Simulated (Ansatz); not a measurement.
LaAl$_{2}$Ag$_{3}$:
```cif
data_Ag3Al2La
_chemical_formula_sum 'Al2 La1 Ag3'
_space_group_name_H-M_alt 'P6/mmm'
_space_group_IT_number 191
_space_group_name_Hall '-P 6 2'
_cell_length_a 5.73073
_cell_length_b 5.73073
_cell_length_c 4.26609
_cell_angle_alpha 90.000
_cell_angle_beta 90.000
_cell_angle_gamma 120.000
loop_
_atom_site_label
_atom_site_type_symbol
_atom_site_symmetry_multiplicity
_atom_site_Wyckoff_symbol
_atom_site_fract_x
_atom_site_fract_y
_atom_site_fract_z
_atom_site_occupancy
Al1 Al 2 c 0.33333 0.66667 0.00000 1
La1 La 1 a 0.00000 0.00000 0.00000 1
Ag1 Ag 3 g 0.50000 0.50000 0.50000 1
```

Relaxed with r²SCAN.

Problem. Tabulate the valence density and the electron localisation function along the shortest Al–Ag contact (2.70 Å), DFT-r²SCAN in the program Ansatz with PAW potentials.

Solution. 

```tsv
distance from Al (Å)	density (e/Å³)	ELF
0.27	0.06	0.10
0.40	0.07	0.02
0.54	0.11	0.06
0.67	0.16	0.25
0.81	0.20	0.50
0.94	0.23	0.61
1.08	0.24	0.59
1.21	0.25	0.50
1.35	0.28	0.37
1.48	0.34	0.26
1.62	0.49	0.24
1.75	0.86	0.29
1.89	1.86	0.39
2.02	3.98	0.50
2.16	7.37	0.59
2.29	11.71	0.68
2.43	16.20	0.77
```

The density is the valence pseudo-density with augmentation charge, so density and ELF within about 1 Å of a nucleus are not all-electron values.

The workflow started from an entry of the Crystallography Open Database (COD). Its standing as an ambient phase is unchecked. The r²SCAN relaxation kept the symmetry of its start; whether a distortion lowers the energy is not shown. No spin polarisation was allowed. Scalar-relativistic: spin–orbit coupling is off unless named, which matters more the heavier the elements.

Potentials: the later of the program's two PAW sets.
